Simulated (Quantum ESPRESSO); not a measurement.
# Planted mistakes on one cell of Ti2TaO5F3

The results below are calculated, not measured. They come from pw.x of Quantum ESPRESSO 7.5, a plane-wave density functional program, with PseudoDojo standard norm-conserving files (v0.5 for PBE, v0.4.1 for LDA and PBEsol). The cells are made up: elements, strain and atom displacements were drawn at random, and nothing was relaxed. There is no spin polarisation, spin-orbit coupling or dispersion term.

The cell has 12 sites of a fluorite lattice. Sites 1 to 4 hold Ti Ta Ti empty; sites 5 to 12 hold O O O F F F O O. Cell vectors in Å: (4.849, 0.000, 0.000); (0.000, 4.849, 0.000); (0.000, 0.000, 4.849). Settings: PBE, cutoff 1143 eV, 5 x 5 x 5 k mesh shifted by half a step, Fermi-Dirac smearing of 0.025 eV.

The intended run has a self-consistency threshold of 1e-07 eV, a smearing term of 0.000 eV, a pressure of -1.18 GPa and 23 iterations. Each further run changes one thing: all lengths scaled by 0.9890; atoms of sites 9 and 11 exchanged; cutoff 723 eV; files of PBEsol; k mesh 1 x 1 x 1; one electron added; smearing 0.7 eV; threshold 0.05 eV. A coarse mesh keeps the shift, and a charged cell sits in a uniform background.

```
run  change of free energy (eV)  smearing term -TS (eV)  change of P (GPa)  largest change of a force component (eV/Å)  iterations
  A                      -2.154                  -5.398               5.84                                       1.138          20
  B                       0.007                   0.000              -2.07                                       0.049          11
  C                      11.365                  -0.030              25.27                                       0.404          23
  D                      17.918                   0.000              -7.31                                       0.146          23
  E                      -0.704                   0.000              -0.63                                       4.420          23
  F                       0.058                   0.000               7.45                                       0.243          21
  G                       4.536                   0.000             -37.25                                       0.116          22
  H                      -3.060                   0.000              -5.85                                       0.776          20
```

A rerun of the intended cell at 1437 eV and k mesh 7 x 7 x 7 moved values by no more than 0.003 eV in the cell's energy, 0.06 GPa in stress and 0.007 eV/Å in force.

Question: which change belongs to which run?

## Worked reading

Run B has the fewest iterations, as a run stopped early does. Run A has the largest smearing term, as wide smearing gives. Run G has a higher energy and the largest fall in pressure, as too small a basis gives. Run F changes the volume by a factor of 0.9674; minus its pressure change over the logarithm of that factor, 225 GPa, is a rough bulk modulus with clamped atoms. Energies from files of another functional, or of a charged cell, have another zero and say nothing on stability; the pressure of a charged cell rests on the program's zero of potential too.

## Key

```
run                             change
  A                    smearing 0.7 eV
  B                  threshold 0.05 eV
  C                 one electron added
  D                    files of PBEsol
  E  atoms of sites 9 and 11 exchanged
  F       all lengths scaled by 0.9890
  G                      cutoff 723 eV
  H                   k mesh 1 x 1 x 1
```